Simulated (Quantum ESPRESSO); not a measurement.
Band energies of Ta₂O₅

```
Ta2O5
1.0
    3.84141     0.00000     0.00000
    0.00000     3.86272     0.00000
   -1.81894     0.00000     6.52896
O Ta
5 2
Direct
  0.66212   0.50000   0.79833
  0.33788   0.50000   0.20167
  0.18976   0.00000   0.87062
  0.81024   0.00000   0.12938
  0.50000   0.00000   0.50000
  0.64953   0.00000   0.79131
  0.35047   0.00000   0.20869
```

LDA (Quantum ESPRESSO, PseudoDojo norm-conserving, 84 Ry, scalar-relativistic); path ΓYHCEM1AXH1,MDZ,YD; energies in eV from the valence-band maximum.

```csv
k (1/Å),point,band 24,band 25,band 26,band 27,band 28,band 29,band 30,band 31
0.00,Γ,-1.09,-0.98,-0.84,-0.68,-0.63,2.17,2.57,2.72
0.48,Y,-1.12,-0.97,-0.90,-0.85,-0.81,2.13,2.61,2.69
1.04,,-1.52,-1.26,-1.12,-0.92,-0.82,2.28,3.15,3.97
1.23,H,-1.60,-1.28,-1.17,-0.96,-0.80,2.40,3.17,3.97
1.23,C,-1.53,-1.29,-1.14,-0.96,-0.77,2.45,3.01,3.85
1.84,,-2.38,-1.98,-0.70,-0.22,-0.13,3.08,4.93,5.10
2.04,E,-2.51,-2.01,-0.71,-0.13,0.00,3.09,4.96,5.50
2.04,M1,-2.57,-2.28,-0.63,-0.12,-0.05,3.23,4.82,5.50
2.30,A,-2.57,-1.99,-0.62,-0.12,-0.03,3.15,4.90,5.53
2.63,,-2.26,-1.87,-0.61,-0.38,-0.36,3.13,4.51,4.87
3.12,X,-1.53,-1.26,-1.20,-0.97,-0.79,2.43,3.08,3.99
3.12,H1,-1.60,-1.28,-1.17,-0.96,-0.80,2.40,3.17,3.97
4.06,M,-2.57,-2.28,-0.63,-0.12,-0.05,3.23,4.82,5.50
4.62,,-2.55,-2.41,-1.34,-1.09,-0.35,3.76,5.09,5.39
4.81,D,-2.42,-2.28,-1.80,-1.35,-0.34,4.08,5.37,5.45
5.13,,-2.45,-2.02,-1.92,-1.64,-0.32,4.20,5.41,5.60
5.29,Z,-2.44,-2.41,-1.86,-1.67,-0.32,4.24,5.41,5.61
5.29,Y,-1.12,-0.97,-0.90,-0.85,-0.81,2.13,2.61,2.69
5.70,,-1.90,-1.73,-1.62,-1.19,-0.50,3.86,3.92,4.00
6.10,D,-2.42,-2.28,-1.80,-1.35,-0.34,4.08,5.37,5.45
```

The LDA gap is indirect, 2.13 eV, from E to Y; the smallest direct gap is 2.80 eV.

Spin-orbit coupling is left out, which matters for elements this heavy: edges can move by tenths of an eV.

Geometry of the Materials Project entry, not relaxed at this level.

The structure is a Materials Project entry; no match was found in the copy of COD used, and its stability was not checked.
